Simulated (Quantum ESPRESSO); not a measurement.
GaAlMgO4, finding a planted mistake in a log

A calculation, not a measurement. The program is pw.x of Quantum ESPRESSO 7.5 (plane-wave density functional theory). The cell is made up: 7 atoms on a zincblende/diamond lattice with one site empty, with randomly drawn elements, strain and displacements, not relaxed. PseudoDojo standard norm-conserving files (v0.5 for PBE, v0.4.1 for LDA and PBEsol) set the functional; there is no spin polarisation, spin-orbit coupling or dispersion term, and the masses in the input are unused placeholders.

Intended input:

```
&control calculation='scf', pseudo_dir='./dojo.nc.sr.pbe.v0_5.standard.upf', outdir='./o', disk_io='medium', tprnfor=.true., tstress=.true. /
&system ibrav=0, nat=7, ntyp=4, nbnd=31, ecutwfc=84.00895049, nosym=.true., tot_charge=0,
 occupations='smearing', smearing='fd', degauss=0.0018374661
/
&electrons conv_thr=7.350e-09, electron_maxstep=60, /
ATOMIC_SPECIES
Al 1.0 Al.upf
Ga 1.0 Ga.upf
Mg 1.0 Mg.upf
O 1.0 O.upf
CELL_PARAMETERS angstrom
4.5257 0.0169 -0.0273
0.0169 4.5684 0.0232
-0.0273 0.0232 4.5101
ATOMIC_POSITIONS angstrom
Ga -0.0532 -0.0124 -0.0141
Al 0.0726 2.2412 2.3263
Mg 2.1737 2.3096 0.0246
O 1.1735 1.1789 1.2087
O 1.1737 3.4251 3.3848
O 3.3619 1.1416 3.3643
O 3.3563 3.3658 1.1564
K_POINTS automatic
4 4 4 1 1 1
```

The log is shortened where brackets say so; the opening notice, blank lines, dates and the lines on written files are dropped, and the path of the files is cut. It prints rydbergs, bohrs and kilobars, and counts compression as positive stress. Where no state is partly filled, the Fermi energy that it prints is only some level between the filled and the empty states on the mesh, and need not lie in the true gap.

Log of the intended run:

```
     Program PWSCF v.7.5
     Parallel version (MPI & OpenMP), running on       1 processor cores
     Number of MPI processes:                 1
     Threads/MPI process:                     1
     [start-up lines left out]
     bravais-lattice index     =            0
     lattice parameter (alat)  =       8.5525  a.u.
     unit-cell volume          =     629.2154 (a.u.)^3
     number of atoms/cell      =            7
     number of atomic types    =            4
     number of electrons       =        50.00
     number of Kohn-Sham states=           31
     kinetic-energy cutoff     =      84.0090  Ry
     charge density cutoff     =     336.0358  Ry
     scf convergence threshold =      7.3E-09
     mixing beta               =       0.7000
     number of iterations used =            8  plain     mixing
     Exchange-correlation= PBE
                           (   1   4   3   4   0   0   0)
     [axes and pseudopotential details left out]
   Cartesian axes
     site n.     atom                  positions (alat units)
         1        Ga     tau(   1) = (  -0.0117548  -0.0027398  -0.0031155  )
         2        Al     tau(   2) = (   0.0160413   0.4952037   0.5140070  )
         3        Mg     tau(   3) = (   0.4802893   0.5103171   0.0054355  )
         4        O      tau(   4) = (   0.2592904   0.2604835   0.2670680  )
         5        O      tau(   5) = (   0.2593346   0.7567921   0.7478876  )
         6        O      tau(   6) = (   0.7428277   0.2522419   0.7433580  )
         7        O      tau(   7) = (   0.7415904   0.7436894   0.2555121  )
     number of k points=    32  Fermi-Dirac smearing, width (Ry)=  0.0018
                       cart. coord. in units 2pi/alat
        k(    1) = (   0.1253023   0.1227336   0.1255626), wk =   0.0625000
        k(    2) = (   0.1268204   0.1214539   0.3764495), wk =   0.0625000
     [further k points left out]
     Dense  grid:    65449 G-vectors     FFT dimensions: (  50,  54,  50)
     Estimated max dynamical RAM per process >      79.92 MB
     Initial potential from superposition of free atoms
     starting charge      49.9941, renormalised to      50.0000
     Starting wfcs are   34 randomized atomic wfcs
     total cpu time spent up to now is        5.6 secs
     per-process dynamical memory:    59.0 Mb
     Self-consistent Calculation
     iteration #  1     ecut=    84.01 Ry     beta= 0.70
     Davidson diagonalization with overlap
     ethr =  1.00E-02,  avg # of iterations =  3.1
     total cpu time spent up to now is       15.9 secs
     total energy              =    -408.20727287 Ry
     estimated scf accuracy    <       1.93026910 Ry
     iteration #  2     ecut=    84.01 Ry     beta= 0.70
     Davidson diagonalization with overlap
     ethr =  3.86E-03,  avg # of iterations =  2.1
     total cpu time spent up to now is       25.4 secs
     total energy              =    -408.61191926 Ry
     estimated scf accuracy    <       2.87570393 Ry
     [iterations 3 to 10 left out]
     iteration # 11     ecut=    84.01 Ry     beta= 0.70
     Davidson diagonalization with overlap
     ethr =  4.68E-10,  avg # of iterations =  2.0
     total cpu time spent up to now is      117.5 secs
     total energy              =    -409.13052827 Ry
     estimated scf accuracy    <       0.00000002 Ry
     iteration # 12     ecut=    84.01 Ry     beta= 0.70
     Davidson diagonalization with overlap
     ethr =  4.85E-11,  avg # of iterations =  2.0
     total cpu time spent up to now is      126.3 secs
     End of self-consistent calculation
     [lines on levels left out]
     the Fermi energy is     5.6753 ev
!    total energy              =    -409.13052827 Ry
     estimated scf accuracy    <          4.2E-09 Ry
     smearing contrib. (-TS)   =       0.00000000 Ry
     internal energy E=F+TS    =    -409.13052827 Ry
     The total energy is F=E-TS. E is the sum of the following terms:
     one-electron contribution =    -228.32345534 Ry
     hartree contribution      =     140.03946448 Ry
     xc contribution           =     -93.38017409 Ry
     ewald contribution        =    -227.46636333 Ry
     convergence has been achieved in  12 iterations
     Forces acting on atoms (cartesian axes, Ry/au):
     atom    1 type  2   force =     0.00427290   -0.01693871    0.02923110
     atom    2 type  1   force =    -0.03493086    0.01254742   -0.02462834
     atom    3 type  3   force =     0.05893066   -0.02742545    0.01217674
     atom    4 type  4   force =    -0.10940400    0.00386534    0.00186473
     atom    5 type  4   force =    -0.12619137   -0.00764033   -0.02204385
     atom    6 type  4   force =     0.08828678    0.04525719   -0.00133046
     atom    7 type  4   force =     0.11903589   -0.00966545    0.00473008
     Total force =     0.245159     Total SCF correction =     0.000071
     Computing stress (Cartesian axis) and pressure
          total   stress  (Ry/bohr**3)                   (kbar)     P=     -127.38
  -0.00088167  -0.00012040   0.00015157         -129.70      -17.71       22.30
  -0.00012040  -0.00090209  -0.00018229          -17.71     -132.70      -26.82
   0.00015157  -0.00018229  -0.00081393           22.30      -26.82     -119.73
     init_run     :      5.26s CPU      5.38s WALL (       1 calls)
     electrons    :    111.69s CPU    120.74s WALL (       1 calls)
     forces       :      1.46s CPU      1.49s WALL (       1 calls)
     stress       :      5.82s CPU      5.89s WALL (       1 calls)
     [timing details left out]
     PWSCF        :   2m 4.44s CPU   2m13.86s WALL
     JOB DONE.
```

A second run was made from an input with one planted mistake. Its log:

```
     Program PWSCF v.7.5
     Parallel version (MPI & OpenMP), running on       1 processor cores
     Number of MPI processes:                 1
     Threads/MPI process:                     1
     [start-up lines left out]
     bravais-lattice index     =            0
     lattice parameter (alat)  =       8.5525  a.u.
     unit-cell volume          =     629.2154 (a.u.)^3
     number of atoms/cell      =            7
     number of atomic types    =            4
     number of electrons       =        50.00
     number of Kohn-Sham states=           31
     kinetic-energy cutoff     =      84.0090  Ry
     charge density cutoff     =     336.0358  Ry
     scf convergence threshold =      7.3E-09
     mixing beta               =       0.7000
     number of iterations used =            8  plain     mixing
     Exchange-correlation= PBE
                           (   1   4   3   4   0   0   0)
     [axes and pseudopotential details left out]
   Cartesian axes
     site n.     atom                  positions (alat units)
         1        O      tau(   1) = (  -0.0117548  -0.0027398  -0.0031155  )
         2        Al     tau(   2) = (   0.0160413   0.4952037   0.5140070  )
         3        Mg     tau(   3) = (   0.4802893   0.5103171   0.0054355  )
         4        O      tau(   4) = (   0.2592904   0.2604835   0.2670680  )
         5        O      tau(   5) = (   0.2593346   0.7567921   0.7478876  )
         6        Ga     tau(   6) = (   0.7428277   0.2522419   0.7433580  )
         7        O      tau(   7) = (   0.7415904   0.7436894   0.2555121  )
     number of k points=    32  Fermi-Dirac smearing, width (Ry)=  0.0018
                       cart. coord. in units 2pi/alat
        k(    1) = (   0.1253023   0.1227336   0.1255626), wk =   0.0625000
        k(    2) = (   0.1268204   0.1214539   0.3764495), wk =   0.0625000
     [further k points left out]
     Dense  grid:    65449 G-vectors     FFT dimensions: (  50,  54,  50)
     Estimated max dynamical RAM per process >      79.92 MB
     Initial potential from superposition of free atoms
     starting charge      49.9941, renormalised to      50.0000
     Starting wfcs are   34 randomized atomic wfcs
     total cpu time spent up to now is        9.8 secs
     per-process dynamical memory:    59.0 Mb
     Self-consistent Calculation
     iteration #  1     ecut=    84.01 Ry     beta= 0.70
     Davidson diagonalization with overlap
     ethr =  1.00E-02,  avg # of iterations =  3.9
     total cpu time spent up to now is       27.4 secs
     total energy              =    -407.18922548 Ry
     estimated scf accuracy    <       1.75662545 Ry
     iteration #  2     ecut=    84.01 Ry     beta= 0.70
     Davidson diagonalization with overlap
     ethr =  3.51E-03,  avg # of iterations =  3.3
     total cpu time spent up to now is       40.5 secs
     total energy              =    -406.43940114 Ry
     estimated scf accuracy    <      10.61973848 Ry
     [iterations 3 to 11 left out]
     iteration # 12     ecut=    84.01 Ry     beta= 0.70
     Davidson diagonalization with overlap
     ethr =  4.12E-09,  avg # of iterations =  2.4
     total cpu time spent up to now is      158.3 secs
     total energy              =    -408.14108577 Ry
     estimated scf accuracy    <       0.00000009 Ry
     iteration # 13     ecut=    84.01 Ry     beta= 0.70
     Davidson diagonalization with overlap
     ethr =  1.87E-10,  avg # of iterations =  3.2
     total cpu time spent up to now is      174.9 secs
     End of self-consistent calculation
     [lines on levels left out]
     the Fermi energy is     5.3937 ev
!    total energy              =    -408.14108580 Ry
     estimated scf accuracy    <          3.7E-09 Ry
     smearing contrib. (-TS)   =      -0.00107832 Ry
     internal energy E=F+TS    =    -408.14000748 Ry
     The total energy is F=E-TS. E is the sum of the following terms:
     one-electron contribution =    -221.71294732 Ry
     hartree contribution      =     136.10184557 Ry
     xc contribution           =     -92.94648888 Ry
     ewald contribution        =    -229.58241685 Ry
     convergence has been achieved in  13 iterations
     Forces acting on atoms (cartesian axes, Ry/au):
     atom    1 type  4   force =    -0.05009831    0.00827720   -0.01744277
     atom    2 type  1   force =     0.23714325    0.26588311   -0.25025631
     atom    3 type  3   force =    -0.12238025    0.14820505    0.16776299
     atom    4 type  4   force =    -0.02670964    0.06709918    0.07798013
     atom    5 type  4   force =    -0.05223376   -0.06538244   -0.08842211
     atom    6 type  2   force =    -0.03836203   -0.36027298    0.05414398
     atom    7 type  4   force =     0.05264073   -0.06380911    0.05623408
     Total force =     0.654103     Total SCF correction =     0.000364
     Computing stress (Cartesian axis) and pressure
          total   stress  (Ry/bohr**3)                   (kbar)     P=      118.79
   0.00093125   0.00031079  -0.00138495          136.99       45.72     -203.73
   0.00031079   0.00067510  -0.00032741           45.72       99.31      -48.16
  -0.00138495  -0.00032741   0.00081616         -203.73      -48.16      120.06
     init_run     :      6.94s CPU      9.61s WALL (       1 calls)
     electrons    :    154.00s CPU    165.12s WALL (       1 calls)
     forces       :      2.53s CPU      2.57s WALL (       1 calls)
     stress       :      9.19s CPU      9.26s WALL (       1 calls)
     [timing details left out]
     PWSCF        :   2m52.88s CPU   3m 6.89s WALL
     JOB DONE.
```

Question: what was wrong in the second input?

Answer: two atoms have their elements exchanged. The input lines that differ, file-writing options aside:

```
- Ga -0.0532 -0.0124 -0.0141
+ O -0.0532 -0.0124 -0.0141
- O 3.3619 1.1416 3.3643
+ Ga 3.3619 1.1416 3.3643
```

|  | intended run | run with the mistake |
| --- | --- | --- |
| free energy (eV) | -5566.504 | -5553.042 |
| smearing term -TS (eV) | 0.0000 | -0.0147 |
| pressure (GPa) | -12.74 | 11.88 |
| largest force component (eV/Å) | 3.245 | 9.263 |
| largest change of a force component (eV/Å) |  | 10.427 |
| iterations | 12 | 13 |

For scale, a rerun of the intended cell at 1437 eV and a 6 x 6 x 6 mesh moved values by no more than 0.002 eV in energy, 0.03 GPa in stress and 0.007 eV/Å in force.